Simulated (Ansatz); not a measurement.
SnPd in space group P6/mmm (No. 191; Pd on 3f, Sn on 2d, Sn on 1a) at seven volumes, PBE in the plane-wave PAW code Ansatz, shape and atoms relaxed at each. One row is withheld.

```json
[
 {"V (Å³/atom)": "19.242", "P (GPa)": "11.89"},
 {"V (Å³/atom)": "19.876", "P (GPa)": "7.14"},
 {"V (Å³/atom)": "20.510", "P (GPa)": "3.23"},
 {"V (Å³/atom)": "21.145", "P (GPa)": "0.00"},
 {"V (Å³/atom)": "21.779", "P (GPa)": "-2.67"},
 {"V (Å³/atom)": "22.413", "P (GPa)": "?"},
 {"V (Å³/atom)": "23.048", "P (GPa)": "-6.64"}
]
```

**Question.** Fit the shown pressures and predict the withheld one.

**Answer.** Third-order Birch–Murnaghan: P = (3/2)B₀(x^(7/2) − x^(5/2))[1 + (3/4)(B′ − 4)(x − 1)] with x = (V₀/V)^(2/3). Least squares on the six rows gives V₀ = 21.144 Å³/atom, B₀ = 97.51 GPa, B′ = 5.46. At V = 22.413, x = 0.9619 and P = -4.85 GPa. The run itself gave -4.85 GPa.

The start of the workflow was typed in or built on a structure type; neither database checked (COD, Materials Project) lists it. COD files the formula under space group No. 62, 194. Its standing as an ambient phase is unchecked. Symmetry was held in the PBE relaxation; its stability against distortions is not shown here. No spin polarisation was allowed. Scalar-relativistic: spin–orbit coupling is off unless named, which matters more the heavier the elements.

Potentials: the earlier of the program's two PAW sets.
